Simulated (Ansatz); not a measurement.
A geometry of AgO away from equilibrium: step 8 of the relaxation of a randomly generated symmetric cell of AgO (space group No. 216). The numbers are results of PBE (plane waves to 420 eV, PAW, scalar-relativistic; Ansatz, an electronic-structure program), not measurements. Γ-centred k-mesh 5×5×5 on the run's cell (coarser than for final values), Fermi–Dirac smearing 0.05 eV.

```xyz
8
Lattice="0.0000 4.3970 4.3970 4.3970 0.0000 4.3970 4.3970 4.3970 0.0000" Properties=species:S:1:pos:R:3 pbc="T T T"
Ag     4.3970     4.3970     4.3970
Ag     6.5955     6.5955     6.5955
Ag     0.0000     0.0000     0.0000
Ag     2.1985     2.1985     2.1985
O      3.2977     3.2977     3.2977
O      5.4962     5.4962     3.2977
O      5.4962     3.2977     5.4962
O      3.2977     5.4962     5.4962
```

Which atoms carry the largest force, and which way does it point?

No atom: all forces are below 0.005 eV/Å; only the cell is out of equilibrium.

What is the pressure?

+5.8 GPa, compression positive.

No spin polarisation in the result.

The run could not lose the symmetry of its start, so the end can be a saddle point.

The end of the path is a generated cell of AgO: the first start was made by a random draw of sites in a space group, and the end was not matched to a known phase here, so it may be hypothetical.
